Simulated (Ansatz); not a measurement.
# A vibration from a frozen displacement in MgAu

The calculation used Ansatz 0.2.0, DFT PBEsol, scalar-relativistic, plane waves, PAW. Cutoff 420 eV, Γ-centred 14×14×14 k-points, Gaussian smearing of 0.15 eV. Spin–orbit coupling is left out, which matters for the heavy elements here. No spin polarisation. Energies are free energies at this smearing, counted from the undisturbed cell; pressure is positive in compression.

The undisturbed cell (as given, not relaxed at this level; it stands at -0.1 GPa, and it needn't be the usual structure):

```
Mg Au
1.0
     3.25900    0.00000    0.00000
     0.00000    3.25900    0.00000
     0.00000    0.00000    3.25900
Mg Au
1 1
Direct
  0.50000 0.50000 0.50000
  0.00000 0.00000 0.00000
```

Every Au atom is moved by x along the Cartesian unit vector (-1.000, 0.000, 0.000); the cell and all other atoms stay fixed. The cell's volume is 34.61 Å³; the moved atoms weigh 196.967 u together and the others 24.305 u. Some rows repeat others by symmetry and weren't run.

```
  x (Å)  ΔE (meV/cell) total force on the moved atoms along the move (eV/Å) pressure (GPa)
-0.2000          66.76                                                0.6691          1.1878
-0.1750          51.08                                                0.5849          0.8995
-0.1500          37.51                                                0.5009          0.6487
-0.1250          26.04                                                0.4171          0.4358
-0.1000          16.66                                                0.3334          0.2613
-0.0750           9.37                                                0.2499          0.1252
-0.0500           4.16                                                0.1666          0.0279
-0.0250           1.04                                                0.0833         -0.0306
 0.0000           0.00                                                0.0000         -0.0501
 0.0250           1.04                                               -0.0833         -0.0306
 0.0500           4.16                                               -0.1666          0.0279
 0.0750           9.37                                               -0.2499          0.1252
 0.1000          16.66                                               -0.3334          0.2613
 0.1250          26.04                                               -0.4171          0.4358
 0.1500          37.51                                               -0.5009          0.6487
 0.1750          51.08                                               -0.5849          0.8995
 0.2000          66.76                                               -0.6691          1.1878
```

**Question.** What frequency belongs to this motion?

**Answer.** The force constant is k = −dF/dx = 3.332 eV/Å², from the parabola through x = -0.0250, 0 and 0.0250. In every cell the moved atoms swing against the rest, so the mass is μ = m₁m₂/(m₁ + m₂) = 21.635 u, and ν̃ = 521.5 cm⁻¹ × √(|k|/μ) = 205 cm⁻¹. To first order in x, and within 1 %, the force on every atom lies along the move and, within each of the two groups, in proportion to the atom's mass, so this is itself a mode at the zone centre of this cell.

**Question.** How far does the harmonic law reach?

**Answer.** At x = -0.200 Å, kx²/2 = 66.64 meV against the computed 66.76 meV (+0.2 %): the well is still close to harmonic there.

**Question.** The pressure changes with x². What does that say about the frequency under compression?

**Answer.** With E = k(V)x²/2, k ∝ V^(−2γ) and x scaling with the cell as V^(1/3), P − P0 = −∂E/∂V = (2γ − 2/3) ΔE/V. At x = 0.0500 Å, V(P − P0) = 34.61 × 0.07794 / 160.2 eV = 16.84 meV and ΔE = 4.16 meV, so γ = 1/3 + V(P − P0)/(2ΔE) = 2.36. This is the Grüneisen parameter of the motion under uniform scaling of the cell: shrinking the cell evenly by 1 % in volume raises the frequency by about 2.36 %.

In a metal these slopes depend on the k mesh and the smearing.